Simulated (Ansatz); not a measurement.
ScAg (CsCl type, Pm-3m) under volume change, DFT-PBEsol in the program Ansatz with PAW potentials, scaled uniformly.

| V (Å³/atom) | E − E(relaxed) (meV/atom) | P (GPa) |
|---|---|---|
| 17.600 | 53.8 | 10.79 |
| 18.180 | 22.6 | 6.59 |
| 18.761 | … | … |
| 19.341 | 0.0 | 0.00 |
| 19.921 | 4.8 | -2.56 |
| 20.501 | … | … |
| 21.082 | 38.6 | -6.55 |

Task: Complete the blanks.

Result: 
- 18.761, E − E(relaxed) (meV/atom): 5.3
- 18.761, P (GPa): 3.02
- 20.501, E − E(relaxed) (meV/atom): 18.1
- 20.501, P (GPa): -4.72

Task: What does a third-order Birch–Murnaghan fit give for V₀, B₀ and B′?

Result: V₀ = 19.34 Å³/atom, B₀ = 92.4 GPa, B′ = 4.5.

The cell is a constructed one: a structure type filled with these elements; the Crystallography Open Database files this formula in space group No. 221, but the cells were not matched. Whether it is the stable phase at ambient conditions was not checked. The PBEsol relaxation kept the symmetry of its start; whether a distortion lowers the energy is not shown. No spin polarisation was allowed.

Potentials: the earlier of the program's two PAW sets. The files were generated under PBE; for other functionals the program regenerates the frozen cores, and for LDA and PBEsol the local potential too.
